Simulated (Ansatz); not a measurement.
The start is a relaxed Ir cell, doubled along one cell vector, shaken by Gaussian noise of σ = 0.08 Å a coordinate. The structure is fully relaxed (lattice and positions, P = 0) with PBE (plane waves to 420 eV, PAW, scalar-relativistic; Ansatz, a program for electronic structure). The first steps use a coarse 5×10×6 k-mesh.

The start:
```
Ir
1.0
    7.15876     0.00000     0.00000
   -1.78969     3.09984     0.00000
    0.00000     0.00000     5.23845
Ir
6
Direct
  0.32784   0.34971   0.99206
  0.84731   0.32312   0.99223
  0.16369   0.64125   0.27770
  0.69209   0.67373   0.27220
  0.14217   0.65760   0.72787
  0.66070   0.65416   0.75350
```

Q: How large is the pressure on the unrelaxed cell, and of which sign?

A: +4.4 GPa (positive: the cell is compressed).

Q: How much energy is released per atom?

A: 0.51 eV/atom.

Q: Does it find its way back to the structure it was made from?

A: It does not go back: it reaches Pmc2₁ (No. 26), 0.39 eV/atom below the parent.

Q: How do the shortest distances between atoms change?

A: The closest pairs of elements (up to four, under 3.6 Å), start → end: Ir–Ir 2.30 → 2.40 Å.

Q: Is the relaxed structure metallic? Give its gap.

A: Zero (metallic).

Q: Give the final cell and atomic positions.

A: 
Space group Pmc2₁ (No. 26); a = 5.2721 Å, b = 4.1890 Å, c = 4.8999 Å, α = 90.00°, β = 90.00°, γ = 90.00°

```csv
atom,site,symmetry,x,y,z
Ir,2a,m..,0.0000,0.1071,0.1945
Ir,4c,1,0.2729,0.6101,0.3193
```

Final values are on a 9×11×10 k-mesh of the relaxed cell. No spin polarisation in the result.

The relaxed structure here is a generated cell of Ir: the first start was made by a random draw of sites in a space group, and the end was not matched to a known phase here, so it may be hypothetical. Known forms of Ir include space group No. 225.
